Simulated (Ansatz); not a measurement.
**Relaxing mercury (omega (AlB2-type))**

The calculation used DFT, LDA (PW92), plane waves (420 eV) with PAW, scalar-relativistic (Ansatz 0.2.0). The PAW files were generated under PBE, with cores re-solved for the functional.

k-point mesh 7×7×10, Fermi-Dirac smearing 0.1 eV, no spin polarisation. Cell and atoms relax.

Starting structure:

```yaml
crystal:
  lattice:
    - [5.0707881349, 0.0, 0.0]
    - [-2.5353940674, 4.391431342, 0.0]
    - [0.0, 0.0, 3.1083931267]
  atoms:
    - { symbol: Hg, position: [0.0, 0.0, 0.0] }
    - { symbol: Hg, position: [0.3333333333, 0.6666666667, 0.5] }
    - { symbol: Hg, position: [0.6666666667, 0.3333333333, 0.5] }
hamiltonian:
  xc: lda
  pseudopotentials:
    kind: paw
    azcp:
      Hg: "pseudopotentials/Hg.paw.azcp"
basis:
  ecutwfc: 420
  fft_grid_basis: typed
kpoints:
  mp_grid: { grid: [7, 7, 10], shift: [0, 0, 0] }
magnetization:
  spin_polarized: false
scf:
  occupations: { method: fermi_dirac, width: 0.1 }
relax:
  max_steps: 60
  f_tol: 0.01
  cell: {}
output:
  write_density: true
  write_potential: true
  elf: true
  volumetric_format: npy
```

Task: What cell does the relaxation end in?

Result: P6/mmm with a = 5.167 Å, c = 2.945 Å (c/a = 0.570); 22.70 Å³ per atom against 23.07 at the start (-1.6 %).

Task: How much energy does the relaxation gain?

Result: 7.9 meV per atom.
